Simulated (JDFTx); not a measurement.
* **surface**: Mo(100)
* **bulk**: Mo, Im-3m, lattice of mp-129 (not re-optimised)
* **slab**: 6 atoms in 6 planes, 1x1, 7.5 Å between the outermost planes
* **in-plane cell**: 3.168 × 3.168 Å, 10.03 Å²
* **cell height**: 23.9 Å
* **sampling**: 8×8×1 k mesh, Fermi smearing 0.01 Ha, no spin polarisation

Method: PBE, GBRV ultrasoft potentials, plane waves to 20/100 Ha, in a modified build of JDFTx. Liquid on both sides: CANDLE, acetonitrile, 1 M KCl; nuclei fixed, outer atoms relaxed in vacuum. Potentials refer to SHE, placed 4.44 V below the bulk liquid's zero by convention. The surface is an ideal bare cut with both faces alike: no reconstruction, overlayer or explicit solvent molecules. On the negative side CANDLE's cavity feels the periodic box, so those points shift with the cell height. Convergence in thickness and k mesh wasn't tested for this slab. In this non-aqueous liquid the SHE scale is nominal.

| U (V vs SHE) | μ (eV) | excess electrons per cell | σ (μC/cm², per face) | run |
|---|---|---|---|---|
| -1.15 | -3.29 | 0.047 | -3.7 | fixed potential |
| -0.83 | -3.61 | 0.000 | 0.0 | neutral |
| -0.25 | -4.19 | ? | ? | fixed potential |

Task: Fill in the missing entries, row by row.

Result: 
- -0.25, excess electrons per cell: -0.125
- -0.25, σ (μC/cm², per face): 10.0
